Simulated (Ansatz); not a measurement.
A geometry of SiO₂ away from equilibrium: the start of the relaxation of a relaxed SiO2 cell deformed by the Cartesian strain tensor (xx, yy, zz, yz, xz, xy) = (0.057, -0.002, -0.113, -0.030, -0.019, -0.003). Calculation: r2SCAN (plane waves to 500 eV, PAW, scalar-relativistic; Ansatz, an electronic-structure program). Γ-centred k-mesh 5×6×10 on the run's cell (coarser than for final values), Fermi–Dirac smearing 0.05 eV.

```xyz
6
Lattice="4.4238 -0.0146 -0.0816 -0.0146 4.1768 -0.1235 -0.0520 -0.0787 2.3673" Properties=species:S:1:pos:R:3:forces:R:3 pbc="T T T" free_energy=-3557.334 pressure_GPa=42.1
Si     2.1785     2.0417     1.0811    0.0000    0.0000    0.0000
Si     0.0000     0.0000     0.0000    0.0000    0.0000    0.0000
O      3.5282     3.3158     1.0183    0.1543   -0.2190   -1.1300
O      1.3440     2.8938    -0.1107    0.4877   -0.0389    0.2375
O      3.0652     1.2684    -0.0944   -0.4877    0.0389   -0.2375
O      0.8289     0.7677     1.1439   -0.1543    0.2190    1.1300
```

Positions in Å, forces in eV/Å, free energy of the cell in eV (comparable only within this code, potentials and settings). Largest force: 1.16 eV/Å, on O3, O6 (atoms numbered as listed); the geometry lies 0.33 eV/atom above the end of its relaxation.

No spin polarisation in the result.

The run could not lose the symmetry of its start.
